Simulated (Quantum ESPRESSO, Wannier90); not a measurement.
## Wannier functions of Rb$_{2}$HgF$_{4}$ (I4/mmm)

```
begin unit_cell_cart
ang
    0.0000000000   -4.5832000000    0.0000000000
    4.5832000000    0.0000000000    0.0000000000
   -2.2916000000    2.2916000000    6.8830950000
end unit_cell_cart
begin atoms_frac
Rb   0.3591400000  0.3591400000 -0.2817200000
Rb  -0.3591400000 -0.3591400000  0.2817200000
Hg   0.0000000000  0.0000000000  0.0000000000
F    0.1638400000  0.1638400000  0.3276800000
F   -0.1638400000 -0.1638400000 -0.3276800000
F    0.0000000000  0.5000000000  0.0000000000
F    0.5000000000  0.0000000000  0.0000000000
end atoms_frac
```

Cell from Materials Project (mp-8962), symmetrised, no further relaxation. Not found in the COD (Crystallography Open Database) copy used; not checked further. Level: LDA, no spin polarisation, no spin-orbit coupling; pw.x of Quantum ESPRESSO at 68 Ry with PseudoDojo potentials, 4×4×4 k-points, Wannier90. Density: 8×8×8 mesh, cold smearing 0.01 Ry. Spin-orbit coupling is left out although heavy elements are present.

Bands 17-33 form an isolated set from -6.20 to 0.00 eV relative to the valence-band maximum (on the path) and are turned into 17 Wannier functions by minimising the spread from the start: atomic waves F 2p, Hg 5d.

Task: Where do the functions sit, how wide are they and what are they made of?

Result: 
```csv
functions,spread (Å²),"nearest atom, distance (Å)","second atom, distance (Å)",weight on atomic waves
1,0.83,Hg 0.00,F 2.26,Hg 5d 97 %
2,0.79,Hg 0.00,F 2.26,Hg 5d 100 %
2,0.81,Hg 0.00,F 2.26,Hg 5d 98 %
2,1.12,F 0.05,Hg 2.20,"F 2p 89 %, Hg 6s 6 %"
4,0.73,F 0.01,Hg 2.25,F 2p 97 %
2,0.77,F 0.00,Hg 2.29,F 2p 97 %
2,0.93,F 0.00,Hg 2.29,"F 2p 90 %, Hg 6s 7 %"
2,0.83,F 0.00,Hg 2.29,F 2p 96 %
```

Ω_I = 13.99 Å², Ω_total = 14.23 Å²; the interpolated bands follow pw.x to 1.1 meV rms on the path. Only this start was tried; a symmetric start can stop on a saddle, and mixtures of these functions could lower the total by at most Ω_total − Ω_I.
